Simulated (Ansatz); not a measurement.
Si$_{2}$Mo:
```xyz
3
Lattice="-1.6008 1.6008 3.9093 1.6008 -1.6008 3.9093 1.6008 1.6008 -3.9093" Properties=species:S:1:pos:R:3 pbc="T T T"
Mo     0.0000     0.0000     0.0000
Si     0.0000     0.0000     2.6214
Si     0.0000     0.0000     5.1973
```

Relaxed with r²SCAN.

**Question.** Map the electron localisation function on the plane through (0.000, 0.000, 0.000) spanned by u = [1, 1, 0] and v = [1, -1, 0] in lattice vectors, from plane-wave PAW r²SCAN (Ansatz code).

**Answer.** x is the fraction of u, y of v (the angle between them is 90°; rows are the nearest grid lines); atoms in the plane: Mo at (0.00, 0.00), Mo at (0.50, 0.50), Si at (0.34, 0.00), Si at (0.84, 0.50), Si at (0.16, 0.50), Si at (0.66, 0.00).
```
y \ x   0.000  0.103  0.179  0.282  0.359  0.462  0.538  0.641  0.718  0.821  0.897   1.00
------  -----  -----  -----  -----  -----  -----  -----  -----  -----  -----  -----  -----
1.00    0.235  0.463  0.539  0.309  0.349  0.514  0.514  0.349  0.309  0.539  0.463  0.235
0.913   0.695  0.385  0.535  0.392  0.250  0.553  0.553  0.250  0.392  0.535  0.385  0.695
0.826   0.591  0.279  0.557  0.646  0.686  0.485  0.485  0.686  0.646  0.557  0.279  0.591
0.783   0.300  0.383  0.606  0.652  0.712  0.339  0.339  0.712  0.652  0.606  0.383  0.300
0.696   0.325  0.697  0.677  0.632  0.459  0.390  0.390  0.459  0.632  0.677  0.697  0.325
0.609   0.488  0.530  0.282  0.730  0.241  0.761  0.761  0.241  0.730  0.282  0.530  0.488
0.522   0.489  0.201  0.472  0.781  0.194  0.600  0.600  0.194  0.781  0.472  0.201  0.489
0.478   0.489  0.201  0.472  0.781  0.194  0.600  0.600  0.194  0.781  0.472  0.201  0.489
0.391   0.488  0.530  0.282  0.730  0.241  0.761  0.761  0.241  0.730  0.282  0.530  0.488
0.304   0.325  0.697  0.677  0.632  0.459  0.390  0.390  0.459  0.632  0.677  0.697  0.325
0.217   0.300  0.383  0.606  0.652  0.712  0.339  0.339  0.712  0.652  0.606  0.383  0.300
0.174   0.591  0.279  0.557  0.646  0.686  0.485  0.485  0.686  0.646  0.557  0.279  0.591
0.0870  0.695  0.385  0.535  0.392  0.250  0.553  0.553  0.250  0.392  0.535  0.385  0.695
0.000   0.235  0.463  0.539  0.309  0.349  0.514  0.514  0.349  0.309  0.539  0.463  0.235
```

The density is the valence pseudo-density with augmentation charge, so density and ELF within about 1 Å of a nucleus are not all-electron values.

Space group I4/mmm (MoSi2 or CaC2 type). The cell was relaxed with r²SCAN under the symmetry of its start. The run is not spin-polarised.

Potentials: the later of the program's two PAW sets.
